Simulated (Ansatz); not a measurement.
Crystals of one structure type (zinc blende) and one family of elements, relaxed and computed with plane-wave PAW PBE (Ansatz code).

```json
[
 {"crystal": "BN", "V (Å³/atom)": "5.95", "K_Hill (GPa)": "371"},
 {"crystal": "BP", "V (Å³/atom)": "11.76", "K_Hill (GPa)": "162"},
 {"crystal": "BAs", "V (Å³/atom)": "13.90", "K_Hill (GPa)": "132"},
 {"crystal": "AlP", "V (Å³/atom)": "20.88", "K_Hill (GPa)": "82.7"},
 {"crystal": "AlAs", "V (Å³/atom)": "23.50", "K_Hill (GPa)": "?"},
 {"crystal": "GaAs", "V (Å³/atom)": "23.70", "K_Hill (GPa)": "61.2"},
 {"crystal": "InP", "V (Å³/atom)": "26.45", "K_Hill (GPa)": "59.6"}
]
```

Fit a straight line to ln K against ln V and predict the withheld value.

Least squares on the 6 shown rows: ln K = -1.25 × ln V + (8.159), with a scatter of 4 %. For AlAs this gives 67.5. The run itself gave 67.3, within the scatter.

All cells were relaxed under the symmetry of their starts (and spin orders); stability against distortions was not tested throughout. Scalar-relativistic: spin–orbit coupling is off unless named, which matters more the heavier the elements.

Potentials: the later of the program's two PAW sets.
